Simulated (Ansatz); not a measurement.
Lu₅Pb₃:
```
Lu5Pb3
1.0
    8.80432     0.00000     0.00000
   -4.40216     7.62476     0.00000
    0.00000     0.00000     6.43978
Lu Pb
10 6
Direct
  0.76408   0.76408   0.75000
  0.23592   0.23592   0.25000
  0.00000   0.76408   0.25000
  0.00000   0.23592   0.75000
  0.23592   0.00000   0.75000
  0.76408   0.00000   0.25000
  0.66667   0.33333   0.00000
  0.33333   0.66667   0.00000
  0.33333   0.66667   0.50000
  0.66667   0.33333   0.50000
  0.39395   0.39395   0.75000
  0.60605   0.60605   0.25000
  0.00000   0.39395   0.25000
  0.00000   0.60605   0.75000
  0.60605   0.00000   0.75000
  0.39395   0.00000   0.25000
```

Relaxed with r²SCAN. Special points in fractions of this cell's reciprocal vectors: Γ (0.000, 0.000, 0.000); M (0.500, 0.000, 0.000); K (0.333, 0.333, 0.000); A (0.000, 0.000, 0.500); L (0.500, 0.000, 0.500); H (0.333, 0.333, 0.500).

List the band energies nearest the Fermi level at these points for r²SCAN in the plane-wave PAW code Ansatz.

In eV from the Fermi level; about four levels below and three above (degenerate sets whole), none deeper than 8.9 eV; points with the same levels are listed once.

```csv
k,below,above
Γ,-0.44 -0.34 -0.23 -0.23,0.08 0.46 0.62 0.62
M,-0.88 -0.77 -0.45 -0.44,0.19 0.36 0.44
K,-0.95 -0.95 -0.36 -0.34 -0.34,0.48 0.56 0.56
A,-0.96 -0.96 -0.96 -0.96 -0.72 -0.72,0.04 0.04 0.04 0.04
L,-0.89 -0.89 -0.65 -0.65,0.27 0.27 0.68 0.68
H,-1.05 -1.05 -0.56 -0.56,0.38 0.38 0.38 0.38
```

Space group P6_3/mcm. The workflow started from a Materials Project entry (that database holds measured and hypothetical structures alike); the Crystallography Open Database copy checked does not list it. Its standing as an ambient phase is unchecked. Symmetry was held in the r²SCAN relaxation; its stability against distortions is not shown here. Spin–orbit coupling is left out wherever it is not named.

Potentials: the later of the program's two PAW sets.
